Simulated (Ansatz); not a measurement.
Ansatz input

```yaml
crystal:
  lattice:
    - [2.2960732954, 0.0, 0.0]
    - [-1.1480366477, 1.9884578028, 0.0]
    - [0.0, 0.0, 7.3914878176]
  atoms:
    - { symbol: Fe, position: [0.0, 1.0, 0.0], spin: 2.5 }
    - { symbol: Fe, position: [0.0, 1.0, 0.5], spin: 2.5 }
    - { symbol: Fe, position: [0.3333333333, 0.6666666667, 0.25], spin: -2.5 }
    - { symbol: Fe, position: [0.6666666667, 0.3333333333, 0.75], spin: -2.5 }
hamiltonian:
  xc: lda
  pseudopotentials:
    kind: paw
    azcp:
      Fe: "pseudopotentials/Fe.paw.azcp"
basis:
  ecutwfc: 420
  fft_grid_basis: typed
kpoints:
  mp_grid: { grid: [17, 17, 5], shift: [0, 0, 0] }
magnetization:
  spin_polarized: true
scf:
  occupations: { method: fermi_dirac, width: 0.05 }
  lower_state_search: "off"
output:
  stress: true
```

and its output:

```
Warning: the record states the generating functional pbe (its physics header spells it `PBE`), which answers neither for hamiltonian.xc's functional nor for the lda family's — results may be inconsistent (PPs are generated against a specific XC)
Engine: ansatz 0.2.0, x86_64-unknown-linux-gnu
Pseudopotentials: kind: paw
Pseudopotential: Fe, paw, valence charge 16, recommended cutoff 420 eV (normal) 
Functional definition: SPW92
  exchange = slater_x
  correlation = pw_c
Crystal: 4 atoms, lattice volume = 33.747 Å³
Basis set: ecut = 420 eV, 649 PW (Γ)
Bands: 45, of which v1, the nominal top of the filled ones, is band 32 counted from 1 (31 counted from 0)
Symmetry: 24 space group operations
Space group: P63/mmc (ITA 194), of the structure as read, at distance tolerance 3.2e-5 Å
Magnetic group: BNS 194.263 (UNI 1493), of the structure as read, at distance tolerance 3.2e-5 Å
k-points: 99 of 1445
Non-local potential: Fe, projectors of the file, l = 0: 3, l = 1: 2, l = 2: 3, l = 3: 1
PAW form: soft (Blöchl's): semilocal exchange-correlation on the pseudo side does not see the compensation charge
PAW frozen core: Fe, regenerated for the run's functional, and the local potential with it (the file was generated under x = pbe(κ = 0.804, μ = 0.2195149727645171), c = pbe(β = 0.06672455060314922))
PAW one-centre angular grid: Fe, 590 points (default); XC on 64 Gauss nodes
Initial density: superposition of atomic densities (chi_scale 0.1, normalization cell)
Starting moments: Σ|m| = 10 μB on 4 of 4 sites
Starting magnetic order: compensated ferrimagnet; no operation exchanges its spin sublattices
Initial wavefunctions: pseudopotential atomic-orbital guess
Functional: x = slater, c = lda
SCF iter   1: F=—  HF=-17679.052892 eV  |F-HF|=—  |Δ(HF+E_count)|=         —  Δρ=1.59e-1 (↑1.59e-1 ↓1.56e-1)  dr2=4.64e0  dr2_m=5.83e0  M=-0.119 μB ∫|m|=5.271 μB  β_m=0.30  ethr=3.10e-3  ⟨swp⟩=5.5  Hψ=31830  notcnv=0  defer=46
SCF iter   2: F=—  HF=-17678.546483 eV  |F-HF|=—  |Δ(HF+E_count)|=   5.06e-1  Δρ=1.18e-1 (↑1.18e-1 ↓1.13e-1)  dr2=1.07e0  dr2_m=3.73e0  M=-0.142 μB ∫|m|=4.880 μB  β_m=0.30  ethr=3.10e-3  ⟨swp⟩=3.5  Hψ=15769  notcnv=0  defer=920
SCF iter   3: F=—  HF=-17678.457235 eV  |F-HF|=—  |Δ(HF+E_count)|=   8.92e-2  Δρ=1.03e-1 (↑7.65e-2 ↓1.03e-1)  dr2=3.05e-1  dr2_m=2.48e0  M=-0.232 μB ∫|m|=4.528 μB  β_m=0.30  ethr=1.67e-3  ⟨swp⟩=2.5  Hψ=12745  notcnv=0  defer=920
SCF iter   4: F=—  HF=-17678.663287 eV  |F-HF|=—  |Δ(HF+E_count)|=   2.06e-1  Δρ=8.62e-2 (↑8.62e-2 ↓7.28e-2)  dr2=8.85e-2  dr2_m=1.95e0  M=-0.193 μB ∫|m|=4.087 μB  β_m=0.30  ethr=4.77e-4  ⟨swp⟩=2.3  Hψ=11733  notcnv=0  defer=846
SCF iter   5: F=—  HF=-17678.792578 eV  |F-HF|=—  |Δ(HF+E_count)|=   1.29e-1  Δρ=7.02e-2 (↑6.91e-2 ↓7.02e-2)  dr2=1.65e-3  dr2_m=1.50e0  M=-0.236 μB ∫|m|=3.718 μB  β_m=0.30  ethr=1.38e-4  ⟨swp⟩=3.2  Hψ=15164  notcnv=0  defer=844
SCF iter   6: F=—  HF=-17678.928545 eV  |F-HF|=—  |Δ(HF+E_count)|=   1.36e-1  Δρ=6.20e-2 (↑6.20e-2 ↓6.14e-2)  dr2=2.22e-3  dr2_m=1.18e0  M=-0.248 μB ∫|m|=3.380 μB  β_m=0.30  ethr=2.57e-6  ⟨swp⟩=2.8  Hψ=17285  notcnv=0  defer=841
...
SCF iter  22: F=—  HF=-17679.422889 eV  |F-HF|=—  |Δ(HF+E_count)|=   5.21e-6  Δρ=4.58e-5 (↑4.58e-5 ↓3.58e-5)  dr2=4.55e-7  dr2_m=4.69e-7  M=0.004 μB ∫|m|=0.004 μB  β_m=0.81  ethr=1.11e-8  ⟨swp⟩=2.6  Hψ=15283  notcnv=0  defer=725
SCF iter  23: F=—  HF=-17679.422889 eV  |F-HF|=—  |Δ(HF+E_count)|=   4.42e-7  Δρ=1.05e-5 (↑1.05e-5 ↓7.78e-6)  dr2=1.27e-7  dr2_m=3.68e-9  M=0.000 μB ∫|m|=0.000 μB  β_m=0.69  ethr=7.11e-10  ⟨swp⟩=2.3  Hψ=14179  notcnv=0  defer=725
iter 24 did not close the SCF: its close was put off for a magnetic moment that had not settled (scf_convergence_deferred on its scf_iter line)
SCF iter  24: F=-17679.422889 eV  HF=-17679.422889 eV  |F-HF|=1.90e-9  |Δ(HF+E_count)|=   3.45e-8  Δρ=2.32e-6 (↑2.32e-6 ↓2.15e-6)  dr2=2.60e-9  dr2_m=7.95e-10  M=0.000 μB ∫|m|=0.000 μB  β_m=0.81  ethr=1.56e-10  ⟨swp⟩=4.0  Hψ=26376  notcnv=0
SCF iter  25: F=-17679.422889 eV  HF=-17679.422889 eV  |F-HF|=6.95e-10  |Δ(HF+E_count)|=  7.20e-10  Δρ=1.19e-6 (↑7.72e-7 ↓1.19e-6)  dr2=6.92e-10  dr2_m=5.64e-11  M=0.000 μB ∫|m|=0.000 μB  ethr=4.06e-12  ⟨swp⟩=1.3  Hψ=18348  notcnv=0
WARN: the starting moments were not kept: the SCF closed with an absolute magnetisation of 2.9e-5 μB, where they sum to 10 μB in size (4 sites). That is at most 0.1 of that sum. Measured as dr2_m measures the in/out step, that magnetisation stands 3.9e-10 eV from none, at or under the dr2_threshold of 1.0e-7 eV: it is no larger than a step whose dr2_m would equal this threshold. The system may hold no moment; this SCF shows only that its start led to no more than that. To try another start: raise the starting moments (crystal.atoms[].spin, magnetization.per_species, magnetization.initial_magnetization, or on a non-collinear deck that types none of these the spinor_matrix: blocks that start its atoms; where the total moment is fixed, keep their sum and leave initial_magnetization as it is; typed ones take the place of any that the run laid by itself, positive ones on a crystal's lanthanoids without a Hubbard term where scf.initial_density.shell_occupations: [] is typed) or, if the notice of its spin-set hold's release reads "site moments contracting" or "site moments show no strong build", lengthen the hold (scf.mixing.spin_hold: { on: { confirm: 4 } }; for m-r²SCAN on two components see the key's manual first). Each may lead to a state that holds a moment. A second SCF, from the converged charge density, with the starting moments and any scf.initial_density.shell_occupations laid on it anew, would have followed, and was not run: the deck does not ask for one (magnetization.retry_lost_moments is false, the default). To let it run, set magnetization.retry_lost_moments: true and run the deck again, where that key's refused combinations let it; where memory then withholds it, that run's warning says so.
SCF 1 converged in 25 iterations: F = -17679.422889 eV  dr2 = 6.92e-10
SCF converged after 25 iterations
Magnetization: 0.0000 μB (32.0000 up, 32.0000 down)
Absolute magnetization: 0.0000 μB (∫|ρ↑−ρ↓|, with the PAW one-centre terms)
Spin contamination: 0.0000 ħ² per cell (⟨S²⟩ above its minimum at these occupations)
Per-site moments (μB) at R_I (Å): [(7.832829183650544e-6, 0.9381041122987731), (7.832829183643041e-6, 0.9381041122987729), (6.288871472586005e-6, 0.9381041122987731), (6.2888714725547734e-6, 0.9381041122987729)]
Free energy (F): -17679.422889 eV
Harris-Foulkes:  -17679.422889 eV  (|F-HF|=6.95e-10)
Internal energy: -17679.374664 eV  (E = F + TS)
E sigma→0 (E₀):  -17679.398777 eV
Entropy (-TS):   -0.048225 eV (-12.056 meV/atom)
Fermi energy:    25.868382 eV
--- Per-component energies (eV) ---
  E_band       = -411.057298
  E_kinetic    = 1456.030541
  E_local      = -6766.643122  (includes V_loc(G=0)·N_el)
  E_nonlocal   = 867.735263
  E_hartree    = 2922.063330
  E_xc         = -486.167059
  E_vxc        = -629.518216  (∫ρ·V_xc dr)
  E_paw        = -5214.420409  (= ΣΔE_a)
  E_vpaw       = -1182.788714  (= ΣTr[D̂ρ^β])
  E_aug_tail   = 0.002979  (compensation charges beyond the density's cutoff)
  E_ewald      = -10459.582330
  E_core_change = 1.606143  (= ΣΔE_core)
  E_smearing   = -0.048225  (= −TS)
  E_closure    = 0.000000  (closes the sum)
  Σ components = -17679.422889   (vs F -17679.422889, Δ=0.00e0)
--- Stress (GPa, compression-positive) ---
       58.790523       0.000000       0.000000
        0.000000      58.790523       0.000000
        0.000000       0.000000      59.469307
  P = ⅓ Tr σ = 59.0168 GPa (590.168 kbar)
```
